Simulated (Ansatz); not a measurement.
The start is a generated trial cell of TiTe2 in the AFLOW prototype A2B_hP9_189_fg_bc (C22, as in Fe2P). Cell shape, volume and atoms are optimised at zero target pressure with PBE (plane waves to 420 eV, PAW, scalar-relativistic; Ansatz, a quantum-chemistry and plane-wave program). The first steps use a coarse 4×4×5 k-mesh.

Initial structure:
```
TiTe2
1.0
    7.88775     0.00000     0.00000
   -3.94388     6.83099     0.00000
    0.00000     0.00000     4.61293
Te Ti
6 3
Direct
  0.25600   0.00000   0.00000
  0.00000   0.25600   0.00000
  0.74400   0.74400   0.00000
  0.58900   0.00000   0.50000
  0.00000   0.58900   0.50000
  0.41100   0.41100   0.50000
  0.00000   0.00000   0.50000
  0.33333   0.66667   0.00000
  0.66667   0.33333   0.00000
```

Initial pressure: -8 GPa (negative: the cell is under tension)
Largest initial force: about 0.6 eV/Å, on Te4, Te5, Te6 (atoms numbered as listed)
Outcome: The space group stays P-62m (No. 189) (the run could not lower it); the end is AFLOW prototype A2B_hP9_189_fg_bc (C22, as in Fe2P), with 9 atoms in the primitive cell
Shortest distances (start → end): The closest pairs of elements (up to four, under 3.6 Å), start → end: Te–Ti 2.98 → 2.88 Å; Te–Te 3.50 → 3.30 Å
Band gap at the end: zero (the bands touch at this level, without spin-orbit coupling). The gap comes from the SCF mesh and the high-symmetry points alone
Optimiser moves: 12

Final values are on a 7×7×12 k-mesh of the relaxed cell. No spin polarisation in the result. Spin-orbit coupling is missing; with elements this heavy it can move band edges by tenths of an eV or more.

The run could not lose the symmetry of its start; a randomly shaken copy of 9 atoms returns to this structure.

The relaxed structure here is a generated cell of TiTe2: the first start was made by placing the elements on the sites of a structure type, and the end was not matched to a known phase here, so it may be hypothetical. Known forms of TiTe2 include space group No. 164.
